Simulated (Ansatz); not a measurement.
Space group Pnnm (No. 58). a = 5.203 Å, b = 5.858 Å, c = 2.822 Å, α = 90.00°, β = 90.00°, γ = 90.00°
| atom | site | symmetry | x | y | z |
| --- | --- | --- | --- | --- | --- |
| Fe | 2a | ..2/m | 0.0000 | 0.0000 | 0.0000 |
| As | 4g | ..m | 0.1798 | 0.3603 | 0.0000 |

Equation of state of this FeAs2 structure (not necessarily the ground state), with shape and atoms relaxed at each volume where symmetry leaves them free. Level of theory: DFT LDA, scalar-relativistic, plane waves, PAW (Ansatz).

Cutoff 420 eV; k points 8×6×12 on the computed 6-atom cell (Γ-centred); Gaussian smearing, width 0.01 eV; no spin polarisation.

```
V (Å³/atom) E − E(largest V) (meV/atom) P (GPa) gap on mesh (eV)
     13.476                         6.08    11.88              0.23
     13.907                       -16.92     5.44              0.23
     14.337                       -24.02     0.00              0.22
     14.767                       -17.67    -4.59              0.22
     15.197                         0.00    -8.47              0.20
```

Task: Fit a third-order Birch–Murnaghan equation to E(V).

Result: V0 = 14.34 Å³/atom, B0 = 166 GPa, B0' = 4.6.